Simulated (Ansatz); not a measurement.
AlSi3C3N:
```cif
data_C3AlNSi3
_chemical_formula_sum 'Al1 N1 Si3 C3'
_space_group_name_H-M_alt 'P3m1'
_space_group_IT_number 156
_space_group_name_Hall 'P 3 -2"'
_cell_length_a 3.10727
_cell_length_b 3.10727
_cell_length_c 10.05520
_cell_angle_alpha 90.000
_cell_angle_beta 90.000
_cell_angle_gamma 120.000
loop_
_atom_site_label
_atom_site_type_symbol
_atom_site_symmetry_multiplicity
_atom_site_Wyckoff_symbol
_atom_site_fract_x
_atom_site_fract_y
_atom_site_fract_z
_atom_site_occupancy
Al1 Al 1 b 0.33333 0.66667 0.98465 1
N1 N 1 b 0.33333 0.66667 0.19792 1
Si1 Si 1 c 0.66667 0.33333 0.25291 1
C1 C 1 c 0.66667 0.33333 0.43540 1
Si2 Si 1 b 0.33333 0.66667 0.50402 1
C2 C 1 b 0.33333 0.66667 0.68711 1
Si3 Si 1 c 0.66667 0.33333 0.75616 1
C3 C 1 c 0.66667 0.33333 0.93631 1
```

Relaxed with r²SCAN.

**Question.** Tabulate the valence density and the electron localisation function along the shortest Si–C contact (1.81 Å), the program Ansatz at the r²SCAN level (PAW).

**Answer.** 

| distance from Si (Å) | density (e/Å³) | ELF |
|---|---|---|
| 0.18 | 0.14 | 0.39 |
| 0.27 | 0.18 | 0.32 |
| 0.36 | 0.25 | 0.34 |
| 0.45 | 0.35 | 0.45 |
| 0.54 | 0.47 | 0.61 |
| 0.63 | 0.60 | 0.75 |
| 0.72 | 0.73 | 0.83 |
| 0.82 | 0.84 | 0.87 |
| 0.91 | 0.95 | 0.88 |
| 1.00 | 1.06 | 0.87 |
| 1.09 | 1.19 | 0.85 |
| 1.18 | 1.34 | 0.80 |
| 1.27 | 1.50 | 0.71 |
| 1.36 | 1.62 | 0.55 |
| 1.45 | 1.68 | 0.33 |
| 1.54 | 1.66 | 0.14 |
| 1.63 | 1.57 | 0.04 |

The density is the valence pseudo-density with augmentation charge, so density and ELF within about 1 Å of a nucleus are not all-electron values.

The start of the workflow was typed in or built on a structure type; neither database checked (COD, Materials Project) lists it. Its standing as an ambient phase is unchecked. Symmetry was held in the r²SCAN relaxation; whether a distortion lowers the energy is not shown.

Potentials: the earlier of the program's two PAW sets.
